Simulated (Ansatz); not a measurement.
HfO2:
```yaml
crystal:
  lattice:
    - [0.00000, 2.52226, 2.52226]
    - [2.52226, 0.00000, 2.52226]
    - [2.52226, 2.52226, 0.00000]
  atoms:
    - { symbol: Hf, position: [0.00000, 0.00000, 0.00000] }
    - { symbol: O, position: [0.75000, 0.75000, 0.75000] }
    - { symbol: O, position: [0.25000, 0.25000, 0.25000] }
```

PBEsol in the plane-wave PAW code Ansatz gives a gap of 3.69 eV without spin–orbit coupling, maximum at X, minimum at X.

**Question.** What happens when spin–orbit coupling is switched on?

**Answer.** The gap hardly moves, to 3.69 eV; maximum at X, minimum at X.

**Question.** Give the electron effective mass with spin–orbit coupling.

**Answer.** 0.71, 0.71, 1.1 mₑ (principal values).

**Question.** Give the hole effective mass with spin–orbit coupling.

**Answer.** 0.28, 3.0, 3.0 mₑ (principal values).

Space group Fm-3m (fluorite). This is a known high-temperature phase of the composition, computed here at zero pressure and temperature. Symmetry was held in the PBEsol relaxation; whether a distortion lowers the energy is not shown. The run is not spin-polarised.

Potentials: the earlier of the program's two PAW sets. The files were generated under PBE; for other functionals the program regenerates the frozen cores, and for LDA and PBEsol the local potential too.
